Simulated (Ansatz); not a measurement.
# CsCaF$_{3}$ under pressure

Level of theory: DFT PBEsol, scalar-relativistic, plane waves, PAW in Ansatz 0.2.0. Settings: 420 eV cutoff, 6×6×6 k-mesh, Gaussian smearing of 0.02 eV, no spin polarisation.

Starting point, cell and atoms relaxed:

```
CELL_PARAMETERS angstrom
4.49373 0.00000 0.00000
0.00000 4.49373 0.00000
0.00000 0.00000 4.49373
ATOMIC_POSITIONS crystal
Cs 0.00000 0.00000 0.00000
Ca 0.50000 0.50000 0.50000
F 0.00000 0.50000 0.50000
F 0.50000 0.00000 0.50000
F 0.50000 0.50000 0.00000
```

Cell and atoms are relaxed at each pressure within the symmetry of the start, at zero temperature, so transitions that lower the symmetry aren't seen. The k-mesh given is that at zero pressure and may differ at others. a, b and c are the lengths of the cell vectors above. Gaps are Kohn–Sham gaps over the whole zone.

Spin-orbit coupling is left out, which matters for the bands and energies of heavy elements.

```csv
P (GPa),V (Å³/atom),V/V0,a (Å),b (Å),c (Å)
-2,18.91,1.042,4.556,4.556,4.556
0,18.15,1.000,4.494,4.494,4.494
2,17.55,0.967,4.444,4.444,4.444
5,16.79,0.925,4.378,4.378,4.378
10,15.84,0.873,4.295,4.295,4.295
20,14.56,0.802,4.175,4.175,4.175
40,12.99,0.715,4.019,4.019,4.019
```

What bulk modulus and pressure derivative fit these points?

A third-order Birch–Murnaghan fit gives B0 = 53 GPa and B0' = 4.8.

What does pressure do to the gap?

The gaps are 6.83 eV at -2 GPa, 7.10 eV at 0 GPa, 7.31 eV at 2 GPa, 7.58 eV at 5 GPa, 7.96 eV at 10 GPa, 8.23 eV at 20 GPa, 8.15 eV at 40 GPa.

Symmetry holds off the tilts and polar distortions that many cubic perovskites undergo.

Cost: 7 runs of about 1 core-minutes in all, on Intel Xeon 6975P-C (Granite Rapids) (shared hosts).